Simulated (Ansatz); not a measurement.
Relax this structure to zero stress and force, keeping its symmetry:

```cif
data_structure
_symmetry_space_group_name_H-M 'P 1'
_symmetry_Int_Tables_number 1
_cell_length_a 5.2909
_cell_length_b 5.2909
_cell_length_c 12.1142
_cell_angle_alpha 99.859
_cell_angle_beta 99.859
_cell_angle_gamma 88.118
_cell_volume 329.18
loop_
_atom_site_label
_atom_site_type_symbol
_atom_site_fract_x
_atom_site_fract_y
_atom_site_fract_z
_atom_site_occupancy
H1 H 0.23487 0.37633 0.69890 1
H2 H 0.62367 0.76513 0.80110 1
H3 H 0.76513 0.62367 0.30110 1
H4 H 0.37633 0.23487 0.19890 1
H5 H 0.00385 0.53586 0.60715 1
H6 H 0.46414 0.99615 0.89285 1
H7 H 0.99615 0.46414 0.39285 1
H8 H 0.53586 0.00385 0.10715 1
H9 H 0.34115 0.55863 0.60680 1
H10 H 0.44137 0.65885 0.89320 1
H11 H 0.65885 0.44137 0.39320 1
H12 H 0.55863 0.34115 0.10680 1
C1 C 0.21692 0.78308 0.75000 1
C2 C 0.78308 0.21692 0.25000 1
C3 C 0.19385 0.54919 0.66004 1
C4 C 0.45081 0.80615 0.83996 1
C5 C 0.80615 0.45081 0.33996 1
C6 C 0.54919 0.19385 0.16004 1
Br1 Br 0.67075 0.98295 0.57617 1
Br2 Br 0.01705 0.32925 0.92383 1
Br3 Br 0.32925 0.01705 0.42383 1
Br4 Br 0.98295 0.67075 0.07617 1
O1 O 0.04860 0.95140 0.75000 1
O2 O 0.95140 0.04860 0.25000 1
```

Theory: Ansatz, DFT PBE+D3(BJ), scalar-relativistic, plane waves, PAW.

Plane waves to 420 eV, a k mesh through Γ of 6×6×4 on the computed 24-atom cell and Gaussian smearing (0.02 eV); no spin polarisation.

**Question.** What does it relax to?

**Answer.** The volume drops by 0.09 Å³/atom to 13.63 Å³/atom, and the energy falls by 0.3 meV/atom. Final structure:
```cif
data_structure
_symmetry_space_group_name_H-M 'P 1'
_symmetry_Int_Tables_number 1
_cell_length_a 5.2830
_cell_length_b 5.2830
_cell_length_c 12.0775
_cell_angle_alpha 99.911
_cell_angle_beta 99.911
_cell_angle_gamma 87.698
_cell_volume 327.08
loop_
_atom_site_label
_atom_site_type_symbol
_atom_site_fract_x
_atom_site_fract_y
_atom_site_fract_z
_atom_site_occupancy
H1 H 0.26690 0.37781 0.69690 1
H2 H 0.62219 0.73310 0.80310 1
H3 H 0.73310 0.62219 0.30310 1
H4 H 0.37781 0.26690 0.19690 1
H5 H 0.99509 0.51868 0.61639 1
H6 H 0.48132 0.00491 0.88361 1
H7 H 0.00491 0.48132 0.38361 1
H8 H 0.51868 0.99509 0.11639 1
H9 H 0.31590 0.57328 0.59811 1
H10 H 0.42672 0.68410 0.90189 1
H11 H 0.68410 0.42672 0.40189 1
H12 H 0.57328 0.31590 0.09811 1
C1 C 0.21716 0.78284 0.75000 1
C2 C 0.78284 0.21716 0.25000 1
C3 C 0.19323 0.54776 0.66033 1
C4 C 0.45224 0.80677 0.83967 1
C5 C 0.80677 0.45224 0.33967 1
C6 C 0.54776 0.19323 0.16033 1
Br1 Br 0.67066 0.98161 0.57666 1
Br2 Br 0.01839 0.32934 0.92334 1
Br3 Br 0.32934 0.01839 0.42334 1
Br4 Br 0.98161 0.67066 0.07666 1
O1 O 0.04793 0.95207 0.75000 1
O2 O 0.95207 0.04793 0.25000 1
```

Course of the relaxation (steps run on the plane waves of an earlier cell, and the basis is chosen afresh near the end, so energy and pressure can step there; trial steps that raised the energy were taken back; energies are free energies):

```
step E − E_final (meV/atom) largest force component (eV/Å) P (GPa) V (Å³/atom)
   1                     0.3                           0.037    -0.07        13.72
   2                     0.2                           0.033    -0.01        13.68
   3                     0.1                           0.017     0.04        13.63
   4                     0.0                           0.037     0.01        13.63
   5                     0.0                           0.077    -0.20        13.64
   6                     0.1                           0.078     0.15        13.70
   7                    -0.1                           0.009     0.01        13.64
   8                    -0.1                           0.010     0.01        13.64
   9                    -0.1                           0.012    -0.03        13.64
  10                    -0.1                           0.016    -0.04        13.62
  11                    -0.1                           0.012     0.00        13.62
  12                    -0.1                           0.041     0.02        13.63
  13                    -0.1                           0.002     0.00        13.63
  14                     0.0                           0.002    -0.01        13.63
```

Cost: 1 run of about 15 core-minutes, on Arm Neoverse V2 (shared hosts).